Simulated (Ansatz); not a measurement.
All numbers below come from Ansatz 0.2.0, DFT PBE, scalar-relativistic, plane waves, PAW. All cells share a 420 eV cutoff and Γ-centred k meshes spaced at most about 0.3 Å⁻¹ (about 0.25 or finer for metals, 2π included). No spin polarisation in the final relaxations.

These are static total energies at zero pressure. All come from trial cells, and lower structures may exist.

Task: These unrelaxed guesses for Ge2Sb2O are each relaxed within their symmetry. Order them by the energy at which they end, lowest first.
A.

```
Ge Sb O
1.0
     7.22918    0.00000    0.00000
     0.00000    7.22918    0.00000
     0.00000    0.00000    4.24629
Ge Sb O
4 4 2
Direct
  0.12245 0.62245 0.50000
  0.37755 0.12245 0.50000
  0.87755 0.37755 0.50000
  0.62245 0.87755 0.50000
  0.17746 0.32254 0.00000
  0.67746 0.17746 0.00000
  0.82254 0.67746 0.00000
  0.32254 0.82254 0.00000
  0.00000 0.00000 0.50000
  0.50000 0.50000 0.50000
```

B.

```
Ge Sb O
1.0
    -2.86328    2.86328    3.95864
     2.86328   -2.86328    3.95864
     2.86328    2.86328   -3.95864
Ge Sb O
2 2 1
Cartesian
  0.0000 2.8633 1.9793
  2.8633 0.0000 1.9793
  0.0000 2.8633 0.0000
  2.8633 0.0000 0.0000
  0.0000 0.0000 0.0000
```

C.

```
Ge Sb O
1.0
    -2.22900    2.22900    5.17238
     2.22900   -2.22900    5.17238
     2.22900    2.22900   -5.17238
Ge Sb O
2 2 1
Direct
  0.75000 0.25000 0.50000
  0.25000 0.75000 0.50000
  0.61842 0.61842 0.00000
  0.38158 0.38158 0.00000
  0.00000 0.00000 0.00000
```

D.

```
Ge Sb O
1.0
     4.91056    0.00000    0.00000
    -2.45528    4.25267    0.00000
     0.00000    0.00000    5.35760
Ge Sb O
2 2 1
Direct
  0.33333 0.66667 0.00000
  0.66667 0.33333 0.00000
  0.33333 0.66667 0.50000
  0.66667 0.33333 0.50000
  0.00000 0.00000 0.00000
```

Result: A (ends in P4/mbm, 0 meV/atom), C (ends in I4/mmm, 175 meV/atom), B (ends in I4/mmm, 218 meV/atom), D (ends in P6/mmm, 0.44 eV/atom).

These runs have no spin–orbit coupling, which can matter for Sb. Cells relaxed within their symmetry can be saddle points. Some types were kept out of the candidates beforehand, so the set may lack a known form.
